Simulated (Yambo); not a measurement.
```
MgO
1.0
    0.00000     2.14855     2.14855
    2.14855     0.00000     2.14855
    2.14855     2.14855     0.00000
O Mg
1 1
Direct
  0.50000   0.50000   0.50000
  0.00000   0.00000   0.00000
```

Workflow: PBEsol (Quantum ESPRESSO, PseudoDojo norm-conserving, 84 Ry, scalar-relativistic), then G0W0 in Yambo (6×6×6 Γ-centred k mesh, bands 2 to 72 and a 14 Ry block in the screening, 72 bands in G with the Bruneval-Gonze terminator, plasmon pole fitted at 27.2 eV).

Task: Give the PBEsol and G0W0 gaps between the band edges found on this mesh, and say where the edges lie.

Result: Edges: Γ → Γ. PBEsol: 4.10 eV; G0W0: 6.50 eV. Convergence of the G0W0 settings was not tested. 

Geometry strained from the cell relaxed with PBEsol, atoms relaxed again.
